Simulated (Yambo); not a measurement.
A G0W0@PBEsol run in Yambo for Ag2S (space group P2_1/c, No. 14) (4×2×1 Γ-centred k mesh, bands 33 to 328 and a 6 Ry block in the screening, 328 bands in G with the Bruneval-Gonze terminator, plasmon pole fitted at 27.2 eV) gives these matrix elements, in eV, at the band edges (Γ → (-0.5, 0, 0)):

```json
[
 {"state": "valence edge", "E0": "0.000", "<Vxc>": "-19.115", "<Σx>": "-22.492", "<Σc(E0)>": "2.886", "Z": "0.785"},
 {"state": "conduction edge", "E0": "1.200", "<Vxc>": "-11.965", "<Σx>": "-8.157", "<Σc(E0)>": "-3.322", "Z": "0.806"}
]
```

Task: Solve the linearised quasiparticle equation for both states, give the gap, and say how exchange and correlation each act on it.

Result: E = E0 + Z(Σx + Σc − Vxc). Valence: 0.000 + 0.785 × (-22.492 + (2.886) − (-19.115)) = -0.39 eV. Conduction: 1.200 + 0.806 × (-8.157 + (-3.322) − (-11.965)) = 1.59 eV. The gap is 1.98 eV, against 1.20 eV in PBEsol. Replacing Vxc by bare exchange alone would open it by 7.18 eV; correlation takes back 6.21 eV of that, and Z scales what is left. Nearest settings tried, and what they do to the gap: 232 bands in G: +9 meV; 232 bands in W, 232 bands in G: +74 meV; 3 Ry block (163 vectors against 447): +8 meV. Not varied: mesh. So the settings aren't converged at that level. The k mesh is coarse. Among the k points computed, the smallest G0W0 gap is 1.85 eV, Γ → Γ. The mesh misses a band edge: along a dense path the PBEsol gap is 1.05 eV against 1.20 eV on the mesh. Spin-orbit splittings are left out.

Geometry of the Materials Project entry, not relaxed at this level; primitive cell a = 4.5544 Å, b = 7.0211 Å, c = 9.3436 Å, α = γ = 90.00°, β = 117.39°.
